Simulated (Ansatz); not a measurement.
V3Ge:
```
CELL_PARAMETERS angstrom
      4.73531     0.00000     0.00000
      0.00000     4.73531     0.00000
      0.00000     0.00000     4.73531
ATOMIC_POSITIONS crystal
  V  0.50000 0.25000 0.00000
  V  0.50000 0.75000 0.00000
  V  0.25000 0.00000 0.50000
  V  0.75000 0.00000 0.50000
  V  0.00000 0.50000 0.25000
  V  0.00000 0.50000 0.75000
  Ge 0.50000 0.50000 0.50000
  Ge 0.00000 0.00000 0.00000
```
The run is spin-polarised; directions of the spins, atom by atom: 0 0 0 0 0 0 0 0.

Relaxed with r²SCAN.

**Question.** Give the Bader charges and basin volumes of the independent atoms, DFT-r²SCAN in the program Ansatz with PAW potentials.

**Answer.** 

```csv
atom,Bader charge (e),Bader volume (Å³)
V1,+0.47,11.7
Ge7,-1.41,18.1
```

Space group Pm-3n (A15 (Cr3Si type)). The first step of the workflow began from a Materials Project structure, measured or hypothetical; the Crystallography Open Database files this formula in space group No. 223, but the cells were not matched. Whether it is the stable phase at ambient conditions was not checked. The r²SCAN relaxation kept the symmetry of its start; whether a distortion lowers the energy is not shown. The final state is ferromagnetic, the only order run, not a proven ground state. Other orbital occupations within this spin state were not tried.

Potentials: the later of the program's two PAW sets.
